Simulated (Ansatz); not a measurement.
**Fields on a plane of MgV2O6 (space group C2/m)**

```yaml
crystal:
  lattice:
    - [4.66387, -1.71929, 0.00000]
    - [4.66387, 1.71929, 0.00000]
    - [-2.49476, 0.00000, 6.30999]
  atoms:
    - { symbol: Mg, position: [0.00000, 0.00000, 0.50000] }
    - { symbol: V, position: [0.19524, 0.19524, 0.15967] }
    - { symbol: V, position: [0.80476, 0.80476, 0.84033] }
    - { symbol: O, position: [0.69152, 0.69152, 0.06361] }
    - { symbol: O, position: [0.30848, 0.30848, 0.93639] }
    - { symbol: O, position: [0.95826, 0.95826, 0.77325] }
    - { symbol: O, position: [0.04174, 0.04174, 0.22675] }
    - { symbol: O, position: [0.34890, 0.34890, 0.38534] }
    - { symbol: O, position: [0.65110, 0.65110, 0.61466] }
```

The slice is a (-1 0 1) plane (indices of the conventional cell) through the point (0.195, 0.195, 0.160) (fractional), spanned by u = [1 -1 0] and v = [111] in vectors of this cell: u (3.44 Å) and v (9.30 Å, at 90° to u). It covers one period; positions are fractions (u, v).

Atoms on it: Mg at (0.50, 0.31), 0.2 Å off the plane; V at (0.00, 0.00); O at (0.00, 0.46). Other atoms lie within 1 Å of the plane.

All values below come from r2SCAN (plane waves to 500 eV, PAW, scalar-relativistic; Ansatz, a first-principles code). k mesh 10×10×5. Near the nuclei the fields are pseudised (PAW); where an atom keeps semicore shells as valence, they peak there. MgV2O6 is run without spin polarisation. MgV2O6 was relaxed with its symmetry unable to fall.

```
|@#++**++#|
|+=-=++=-=|
|::.::::.:|
|...    ..|
|::.    .:|
|=-:....:-|
|+=-::::-=|
|#*=----=*|
|%#=:--:=#|
|#*-::::-*|
|*+-....-+|
|#*=:  :=*|
|%#+:  :+#|
|%#=:..:=#|
|+=--++--=|
|:::+@@+::|
|:::+@@+::|
|==::++::=|
|*+=:..:=+|
|#*=:  :=*|
|*+=:..:=+|
|*+-::::-+|
|@#=-==-=#|
|@@*+**+*@|
```
Scale: ten equal steps from -1.53 (start of ' ') to 1.22 (end of '@'), in the order ' .:-=+*#%@'. Values: log₁₀ of the valence density in e/Å³. The map has 9 points along u (one character each, u = 0 at the left) and 24 along v (v = 0 in the bottom row). The scale is logarithmic, as a density can span decades between atoms and voids.

```tsv
v \ u	0.00	0.11	0.22	0.33	0.44	0.56	0.67	0.78	0.89
0.88	0.04	0.04	0.05	0.22	0.48	0.48	0.22	0.05	0.04
0.75	0.46	0.40	0.17	0.04	0.06	0.06	0.04	0.17	0.40
0.62	0.75	0.69	0.14	0.11	0.46	0.46	0.11	0.14	0.69
0.50	0.72	0.80	0.72	0.31	0.03	0.03	0.31	0.72	0.80
0.38	0.81	0.78	0.38	0.04	0.33	0.33	0.04	0.38	0.78
0.25	0.74	0.69	0.26	0.03	0.28	0.28	0.03	0.26	0.69
0.12	0.78	0.75	0.55	0.12	0.03	0.03	0.12	0.55	0.75
0.00	x	0.78	0.31	0.54	0.81	0.81	0.54	0.31	0.78
```

Values: electron localisation function (ELF). Points within 0.3 Å of a nucleus are blanked (x), as the pseudised field means little there.
